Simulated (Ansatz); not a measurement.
Starting cell, Sn (beta-Sn type, space group I4_1/amd):

```yaml
crystal:
  lattice:
    - [-2.97355, 2.97355, 1.60610]
    - [2.97355, -2.97355, 1.60610]
    - [2.97355, 2.97355, -1.60610]
  atoms:
    - { symbol: Sn, position: [0.75000, 0.25000, 0.50000] }
    - { symbol: Sn, position: [0.00000, 0.00000, 0.00000] }
```

In this cell atom 1 (Sn, nearest neighbour Sn at 3.080 Å; its periodic images, 3.2 Å or more away, move with it) is moved by u·(1.000, 0.000, 0.000) + v·(0.000, 1.000, 0.000); the rest is frozen.

Level of theory: PBE (plane waves to 420 eV, PAW, scalar-relativistic; Ansatz, an electronic-structure program). k mesh 13×13×13 (Γ-centred), Fermi-Dirac smearing 0.05 eV. Energies are smeared free energies. Stress and pressure are positive under compression. With partly filled bands, energies and forces of such displacements shift with the k mesh and the smearing. Sn was relaxed with its symmetry unable to fall. The PAW data are Ansatz's earlier set. ΔE is measured from the undisplaced structure. Axes are in Å.

ΔE (eV/cell), with u across and v down:

| v \ u | -0.770 | -0.385 | 0.000 | 0.385 | 0.770 |
|---|---|---|---|---|---|
| -0.770 | 2.138 | 1.714 | 1.742 | 1.714 | 2.138 |
| -0.385 | 1.714 | 0.502 | 0.280 | 0.502 | 1.714 |
| 0.000 | 1.742 | 0.280 | 0.000 | 0.280 | 1.742 |
| 0.385 | 1.714 | 0.502 | 0.280 | 0.502 | 1.714 |
| 0.770 | 2.138 | 1.714 | 1.742 | 1.714 | 2.138 |

P (GPa), with u across and v down:

```tsv
v \ u	-0.770	-0.385	0.000	0.385	0.770
-0.770	19.6	15.3	14.8	15.3	19.6
-0.385	15.3	5.4	3.0	5.4	15.3
0.000	14.8	3.0	0.0	3.0	14.8
0.385	15.3	5.4	3.0	5.4	15.3
0.770	19.6	15.3	14.8	15.3	19.6
```

Derived quantities:

```
Property                                                                                                                                                                    Result
------------------------------------------------------  --------------------------------------------------------------------------------------------------------------------------
Lowest place on the grid                                                                                                                     u = 0.000 Å, v = 0.000 Å (0 meV/cell)
Highest place on the grid, met at several equal points  u = -0.770 Å, v = -0.770 Å; u = 0.770 Å, v = -0.770 Å; u = -0.770 Å, v = 0.770 Å; u = 0.770 Å, v = 0.770 Å (2138 meV/cell)
```

(For displaced atoms, the force is minus the slope of the energy, and its curvature is a force constant, which sets phonon frequencies.)
